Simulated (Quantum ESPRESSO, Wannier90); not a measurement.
**CdSe (zinc blende), plane waves to Wannier functions**

```xyz
2
Lattice="0.0000 3.0703 3.0703 3.0703 0.0000 3.0703 3.0703 3.0703 0.0000" Properties=species:S:1:pos:R:3 pbc="T T T"
Cd     0.0000     0.0000     0.0000
Se     1.5351     1.5351     1.5351
```

Cell from Materials Project (mp-2691), symmetrised, no further relaxation. Not found in the COD (Crystallography Open Database) copy used, which has the formula in other groups; not checked further. Level: PBE, no spin polarisation, no spin-orbit coupling; pw.x of Quantum ESPRESSO at 82 Ry with PseudoDojo potentials, 10×10×10 k-points, Wannier90. Density: 10×10×10 mesh, cold smearing 0.01 Ry. Spin-orbit coupling, left out, would split the p-like bands by a few tenths of an eV.

A tight-binding model is made by disentanglement and projection with no localisation steps (num_iter = 0), so the 8 orbitals stay atom-like: hydrogen-like Cd: s;p; Se: s;p, axes along x, y, z; frozen window up to 2.05 eV relative to the valence-band maximum. It follows pw.x to 1.0 meV rms for states up to 1.6 eV relative to the valence-band maximum. Matrix elements depend on this choice of orbitals and windows. Bands 11–15 (Cd 4d 96 %) lie between the kept ones and are excluded.

What are the on-site energies relative to the valence-band maximum, and how fast do the hoppings decay?


```json
[
 {"atom": "Cd1", "orbitals": "s", "energy (eV)": "0.74"},
 {"atom": "Cd1", "orbitals": "pz px py", "energy (eV)": "5.97"},
 {"atom": "Se2", "orbitals": "s", "energy (eV)": "-10.92"},
 {"atom": "Se2", "orbitals": "pz px py", "energy (eV)": "0.42"}
]
```

| distance of the centres (Å) | largest modulus (eV) |
|---|---|
| 2–3 | 1.2 |
| 4–5 | 0.36 |
| 5–6 | 0.056 |
| 6–7 | 0.035 |
| 7–8 | 0.013 |
| 8–9 | 0.017 |
| 9–10 | 0.0054 |
| 10–11 | 0.0035 |
| 11–12 | 0.0021 |
| 12–13 | 0.00079 |
